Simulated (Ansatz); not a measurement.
K$_{3}$SeF: modes and screening against the lattice constant

Method: DFT LDA, scalar-relativistic, plane waves, PAW in Ansatz 0.2.0. Cutoff 420 eV, 6×6×6 k-points (Γ-centred), fixed occupations. No spin polarisation. Phonons by linear response, acoustic sum rule imposed.

The cell is fixed (symmetry leaves no force on the atoms) and stands under -1.7 GPa:
```yaml
crystal:
  lattice:
    - [5.05670, 0.00000, 0.00000]
    - [0.00000, 5.05670, 0.00000]
    - [0.00000, 0.00000, 5.05670]
  atoms:
    - { symbol: Se, position: [0.00000, 0.00000, 0.00000] }
    - { symbol: F, position: [0.50000, 0.50000, 0.50000] }
    - { symbol: K, position: [0.50000, 0.50000, 0.00000] }
    - { symbol: K, position: [0.50000, 0.00000, 0.50000] }
    - { symbol: K, position: [0.00000, 0.50000, 0.50000] }
```

The cell is the ideal cubic antiperovskite prototype; whether it is the stable structure of this composition wasn't checked. The run warned that the force constants aren't converged on this k mesh, so the frequencies and all that is formed from them are rough.

How do the optical zone-centre modes (counted from the lowest optical one, degenerate ones once; i marks imaginary ones; without the LO field) and the screening change over a = 4.867, 4.969 and 5.057 Å?

Answers

```csv
a (Å),4.867,4.969,5.057
pressure (GPa),1.7,-0.4,-1.7
gap on the mesh (eV),2.61,2.34,2.13
ε∞,3.58,3.56,3.55
ε0,9.4,11.7,15.3
mode 1 (cm⁻¹),67,61,56
mode 4 (cm⁻¹),93,78,64
mode 7 (cm⁻¹),129,133,135
mode 10 (cm⁻¹),324,284,252
```